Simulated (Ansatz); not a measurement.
A relaxed cell of Sb (R-3m (No. 166)), relaxed on a k-mesh at least as fine as the one used below. Calculation: r2SCAN (plane waves to 500 eV, PAW, scalar-relativistic; Ansatz, a first-principles code). Γ-centred k-mesh 9×9×9 on the run's cell (coarser than for final values), Fermi–Dirac smearing 0.05 eV.

```
Sb
1.0
    2.17104     1.25345     3.87145
   -2.17104     1.25345     3.87145
    0.00000    -2.50690     3.87145
Sb
2
Direct
  0.23139   0.23139   0.23139
  0.76861   0.76861   0.76861
```

The atoms are displaced by (Å):

```json
[
 {"atom": "Sb1", "ux": "-0.088", "uy": "-0.132", "uz": "-0.078"},
 {"atom": "Sb2", "ux": "0.274", "uy": "-0.453", "uz": "0.211"}
]
```

What forces (eV/Å) and pressure result?


```tsv
atom	Fx	Fy	Fz
Sb1	4.40	-2.71	3.92
Sb2	-4.40	2.71	-3.92
```

Pressure +12.1 GPa.

Estimate the energy cost of the displacement in the harmonic approximation and compare with the calculation.

For a harmonic well ΔE = −½ Σ F·u = 1.796 eV a cell, or 898 meV/atom. The calculated energy relative to the undisplaced cell is +0.65 eV/atom, so anharmonic terms matter at this amplitude.

No spin polarisation in the result.

The run that gave the undisplaced cell could not lose the symmetry of its start; a randomly shaken copy of 2 atoms returns to this structure.
